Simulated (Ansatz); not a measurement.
# Relaxing a structure of TiOs

The start is a generated cell, TiOs built in the AFLOW prototype AB_cF16_227_a_b (B32, as in NaTl). Cell shape, volume and atoms are optimised at zero target pressure with PBE (plane waves to 420 eV, PAW, scalar-relativistic; Ansatz, a quantum-chemistry and plane-wave program). The first steps use a coarse 9×9×9 k-mesh.

Starting cell:
```
TiOs
1.0
    0.00000     3.08463     3.08463
    3.08463     0.00000     3.08463
    3.08463     3.08463     0.00000
Os Ti
2 2
Cartesian
  4.62695   4.62695   4.62695
  3.08463   3.08463   3.08463
  0.00000   0.00000   0.00000
  1.54232   1.54232   1.54232
```

```json
{
  "initial_pressure": "+3.8 GPa (positive: the cell is compressed)",
  "outcome": "The space group stays Fd-3m (No. 227) (the run could not lower it); the end is AFLOW prototype AB_cF16_227_a_b (B32, as in NaTl), with 4 atoms in the primitive cell",
  "energy_released": "under 0.01 eV/atom",
  "volume_change": "+1.6 %, from 14.68 to 14.91 Å³/atom",
  "band_gap_at_the_end": "no gap (metallic)",
  "optimiser_moves": "3"
}
```

The end point of the relaxation:

Space group Fd-3m, origin choice 1 (No. 227); a = b = c = 6.2014 Å, α = β = γ = 90.00°

```csv
atom,site,symmetry,x,y,z
Os,8a,-43m,0.0000,0.0000,0.0000
Ti,8b,-43m,0.5000,0.5000,0.5000
```
(The calculation used a cell of 4 atoms; values per cell refer to that cell.)

Final values are on a 13×13×13 k-mesh of the relaxed cell. No spin polarisation in the result.

The run could not lose the symmetry of its start: the end is stationary, and may be a saddle point rather than a minimum.

All atoms sit on sites fixed by symmetry, so only the cell could relax.

The relaxed structure here is a generated cell of TiOs: the first start was made by placing the elements on the sites of a structure type, and the end was not matched to a known phase here, so it may be hypothetical.
